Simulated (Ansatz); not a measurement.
Relaxed Cd (hcp, Mg type):

```yaml
crystal:
  lattice:
    - [3.01606, 0.00000, 0.00000]
    - [-1.50803, 2.61198, 0.00000]
    - [0.00000, 0.00000, 5.81912]
  atoms:
    - { symbol: Cd, position: [0.33333, 0.66667, 0.75000] }
    - { symbol: Cd, position: [0.66667, 0.33333, 0.25000] }
```

In this cell atom 2 (Cd, nearest neighbour Cd at 3.016 Å; its periodic images, 3.0 Å or more away, move with it) is moved by s along a lattice vector, unit vector (-1.000, 0.000, 0.000); all other atoms and the cell stay fixed.

Computed with PBE (plane waves to 420 eV, PAW, scalar-relativistic; Ansatz, a first-principles code). k mesh 14×14×7 (Γ-centred), Fermi-Dirac smearing 0.05 eV. With partly filled bands, energies and forces of such displacements shift with the k mesh and the smearing. F∥ is the force on the atom along that direction. On this mesh the relaxed cell isn't quite at rest: it carries a pressure of 0.2 GPa (compression positive) at the zero of the scan. Cd was relaxed with its symmetry unable to fall. The relaxed volume of Cd is well above the measured one; the method has no dispersion term. 

| s (Å) | F∥ (eV/Å) |
|---|---|
| -0.600 | 0.084 |
| -0.480 | 0.073 |
| -0.360 | 0.060 |
| -0.240 | 0.043 |
| -0.120 | 0.022 |
| 0.000 | 0.000 |
| 0.120 | -0.022 |
| 0.240 | -0.043 |
| 0.360 | -0.060 |
| 0.480 | -0.073 |
| 0.600 | -0.084 |

### Question
What is the force constant k = d²E/ds² of this move at s = 0?

### Answer
0.19 eV/Å². The forces along the line at the two nearest points give (0.022 − (-0.022)) / (2·0.120) = 0.18 eV/Å²; the next pair corrects for the finite step.

(For displaced atoms, the force is minus the slope of the energy, and its curvature is a force constant, which sets phonon frequencies.)
